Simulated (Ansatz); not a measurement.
This run works on a generated trial structure, not on a known crystal.

Input and command of a plane-wave DFT calculation in Ansatz:

```yaml
crystal:
  lattice:
    - [2.7459461049, -1.5904110905, 0.0016989748]
    - [2.7459461049, 1.5904110905, 0.0016989748]
    - [-1.9037290809, 0.0, 9.7850994676]
  atoms:
    - { symbol: Sn, position: [0.4446322842, 0.4446322842, 0.3219787411] }
    - { symbol: Sn, position: [0.5553677158, 0.5553677158, 0.6780212589] }
    - { symbol: Ge, position: [0.0, 0.0, 0.0] }
    - { symbol: "N", position: [0.3689971099, 0.3689971099, 0.1038507786] }
    - { symbol: "N", position: [0.6310028901, 0.6310028901, 0.8961492214] }
basis:
  ecutwfc: 420
kpoints:
  mp_grid: { grid: [12, 12, 4] }
hamiltonian:
  xc: pbe
scf:
  occupations: { method: gaussian, width: 0.1 }
output:
  forces: true
  stress: true
  eigenvalues: true
relax:
  adjacent_minimum: "off"
  f_tol: 0.01
  max_steps: 30
  cell: { stress_tol: 0.1, fix: [volume] }
```

```bash
ansatz run input.yaml --threads 1 --pin off --max-ram 2560MiB --backend cpu --events-out ev --progress --plain --runs-dir out
```

Processor: Intel(R) Xeon(R) Platinum 8259CL CPU @ 2.50GHz (Skylake/Cascade Lake), 1 thread, on a host shared with other jobs.

Task: How long does it run, and how much memory does it take?

Result: About 2.3 min, peak memory 0.68 GiB. It solves 32 bands at 164 k points (after reduction by symmetry) with about 1647 plane waves, in 32 SCF iterations over 5 ionic steps.
